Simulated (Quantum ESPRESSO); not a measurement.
# Planted mistakes on one cell of SiGeAlN3O

The results below are calculated, not measured. They come from pw.x of Quantum ESPRESSO 7.5, a plane-wave density functional program, with PseudoDojo standard norm-conserving files (v0.5 for PBE, v0.4.1 for LDA and PBEsol). The cells are made up: elements, strain and atom displacements were drawn at random, and nothing was relaxed. There is no spin polarisation, spin-orbit coupling or dispersion term.

The cell has 8 sites of a wurtzite lattice (rectangular cell). Sites 1 to 4 hold empty Si Ge Al; sites 5 to 8 hold N N O N. Cell vectors in Å: (3.022, 0.000, 0.000); (0.000, 5.235, 0.000); (0.000, 0.000, 4.936). Settings: PBE, cutoff 1143 eV, 6 x 4 x 4 k mesh shifted by half a step, Fermi-Dirac smearing of 0.025 eV.

The intended run has a self-consistency threshold of 1e-07 eV, a smearing term of 0.000 eV, a pressure of -0.91 GPa and 13 iterations. Each further run changes one thing: all lengths scaled by 1.0082; atoms of sites 3 and 7 exchanged; cutoff 799 eV; files of LDA; k mesh 2 x 2 x 2; one electron added; smearing 0.38 eV; threshold 0.1 eV. A coarse mesh keeps the shift, and a charged cell sits in a uniform background.

| run | change of free energy (eV) | smearing term -TS (eV) | change of P (GPa) | largest change of a force component (eV/Å) | iterations |
| --- | --- | --- | --- | --- | --- |
| A | 0.036 | 0.000 | -4.18 | 0.361 | 13 |
| B | -0.008 | -0.049 | 0.12 | 0.022 | 11 |
| C | 0.926 | 0.000 | -9.59 | 0.529 | 12 |
| D | 1.067 | 0.000 | -20.47 | 0.047 | 13 |
| E | 0.034 | 0.000 | 0.91 | 1.524 | 4 |
| F | -0.871 | 0.000 | -0.66 | 0.347 | 13 |
| G | 10.567 | -0.007 | 22.36 | 14.718 | 14 |
| H | 11.828 | -0.007 | 36.28 | 1.134 | 12 |

A rerun of the intended cell at 1437 eV and k mesh 8 x 6 x 6 moved values by no more than 0.002 eV in the cell's energy, 0.02 GPa in stress and 0.004 eV/Å in force.

Question: which change belongs to which run?

## Worked reading

Run E has the fewest iterations, as a run stopped early does. Run B has the largest smearing term, as wide smearing gives. Run D has a higher energy and the largest fall in pressure, as too small a basis gives. Run A changes the volume by a factor of 1.0248; minus its pressure change over the logarithm of that factor, 171 GPa, is a rough bulk modulus with clamped atoms. Energies from files of another functional, or of a charged cell, have another zero and say nothing on stability; the pressure of a charged cell rests on the program's zero of potential too.

## Key

| run | change |
| --- | --- |
| A | all lengths scaled by 1.0082 |
| B | smearing 0.38 eV |
| C | files of LDA |
| D | cutoff 799 eV |
| E | threshold 0.1 eV |
| F | k mesh 2 x 2 x 2 |
| G | atoms of sites 3 and 7 exchanged |
| H | one electron added |